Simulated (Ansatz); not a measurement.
Q: Ag (β-Sn type, space group No. 141) is relaxed with DFT-PBEsol in the program Ansatz with PAW potentials. What lattice parameters of the conventional cell result?

A: a = 5.198 Å, c = 2.724 Å.

Space group I4_1/amd (β-Sn type). The start of the workflow was typed in or built on a structure type; neither database checked (COD, Materials Project) lists it. It is not the phase usual at ambient conditions (space group No. 225). The PBEsol relaxation kept the symmetry of its start; whether a distortion lowers the energy is not shown. No spin polarisation was allowed. Axis ratios of metals converge slowly with the k-mesh, so a and c are less sure than the volume.

Potentials: the later of the program's two PAW sets.
